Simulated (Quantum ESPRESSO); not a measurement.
```xyz
2
Lattice="0.0000 2.7734 2.7734 2.7734 0.0000 2.7734 2.7734 2.7734 0.0000" Properties=species:S:1:pos:R:3 pbc="T T T"
S      2.7734     2.7734     2.7734
Ca     5.5469     5.5469     5.5469
```

The PBEsol cell relaxed from Materials Project entry mp-1672 was given an isotropic strain of -1.5 % on all lattice vectors, and the atoms were relaxed again.

What does norm-conserving PBEsol (Quantum ESPRESSO, 68 Ry, scalar-relativistic) give for the electronic structure near the Fermi level?

The PBEsol gap is indirect, 2.03 eV, from Γ to X; the smallest direct gap is 2.91 eV.
